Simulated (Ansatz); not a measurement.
Cr (bcc, W type)

Space group Im-3m (No. 229); a = b = c = 2.8293 Å, α = β = γ = 90.00°

| atom | site | symmetry | x | y | z |
|---|---|---|---|---|---|
| Cr | 2a | m-3m | 0.0000 | 0.0000 | 0.0000 |
(The calculation used a cell of 1 atom; values per cell refer to that cell.)

The volume is varied about the relaxed value V₀ at fixed cell shape. Symmetry pins the atoms to their sites.

Computed with r2SCAN (plane waves to 500 eV, PAW, scalar-relativistic; Ansatz, a first-principles code). k mesh 23×23×23 (Γ-centred), Fermi-Dirac smearing 0.05 eV. The energy includes the smearing's −TS. Cr is run without spin polarisation. Cr was relaxed with its symmetry unable to fall. Real Cr orders magnetically; this run has no moments, which shifts volume and moduli. The zero of ΔE is the relaxed starting cell. The last digit holds for this mesh only.

```tsv
V (Å³/atom)	ΔE (meV/atom)
9.513	337.1
9.966	175.4
10.419	72.3
10.872	16.8
11.325	0.0
11.778	14.7
12.230	55.0
12.683	116.1
13.136	194.1
```

Q: What is the fitted pressure derivative B₀′?

A: 4.1.

Q: What bulk modulus B₀ follows from a third-order Birch-Murnaghan fit?

A: 277 GPa. Check by three points about V = 11.325 Å³/atom, step 0.906: d²E/dV² ≈ (72 − 2·0 + 55) meV / 0.906² = 0.155 eV/Å⁶, and V·d²E/dV² × 160.2 = 281 GPa.

(Under strain, the slope of the energy per volume gives the stress and its curvature an elastic modulus.)
